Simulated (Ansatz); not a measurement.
Consider the following.

BiTe in space group R-3m (No. 166; Bi on 3b, Te on 3a), a = b = 4.797 Å, c = 9.597 Å, α = β = 90.00°, γ = 120.00°; the cell used has 2 atoms.

This is the PBEsol-relaxed structure.

All from PBEsol in the plane-wave PAW code Ansatz, unless another level is named. Predict the electronic character.

metallic (no gap).

And the density of states at the Fermi level?

0.61 states/eV per atom (mean over ±0.08 eV).

And the formation energy from the elements (no fitted shifts)?

-0.091 eV/atom.

What about the gap with spin–orbit coupling?

none (metallic).

The workflow started from a Materials Project entry (that database holds measured and hypothetical structures alike); the Crystallography Open Database copy checked does not list it. COD files the formula under space group No. 164, 225. Its standing as an ambient phase is unchecked. The cell was relaxed with PBEsol under the symmetry of its start; whether a distortion lowers the energy is not shown. With an odd number of electrons in the cell and no spin polarisation, the count alone makes it a metal. The references are the lowest solids computed at this level, not always the standard phases. Scalar-relativistic: spin–orbit coupling is off unless named, which matters more the heavier the elements.

Potentials: the later of the program's two PAW sets.
